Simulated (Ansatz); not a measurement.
Y3GeS2 in space group P-3m1 (No. 164; Y on 2d, Y on 1b, Ge on 1a, S on 2d), PBE (plane waves, PAW; program Ansatz), all energies at zero smearing, with the estimated change up to a 700 eV cutoff added, with one set of potentials and settings (totals compare only within such a set). Cell of 6 atoms (3 Y, 1 Ge, 2 S): -17655.191 eV.

| element | reference phase | E (eV/atom) |
|---|---|---|
| Y | P6_3/mmc, 2 atoms in the cell | -3848.6897 |
| Ge | Fd-3m, 2 atoms in the cell | -4294.9907 |
| S | Fddd, 32 atoms in the cell | -902.0602 |

Formation energy per atom, worked out: (-17655.191 − 3×(-3848.6897) − 1×(-4294.9907) − 2×(-902.0602))/6 = -1.668 eV/atom (-161 kJ per mol of atoms), at 0 K, without zero-point energy or fitted corrections.

The first step of the workflow began from a Materials Project structure, measured or hypothetical; the Crystallography Open Database copy checked does not list it. Its standing as an ambient phase is unchecked. The cell was relaxed with PBE under the symmetry of its start; whether a distortion lowers the energy is not shown. No spin polarisation was allowed. The references are the lowest solids computed at this level, not always the standard phases.

Potentials: the earlier of the program's two PAW sets.
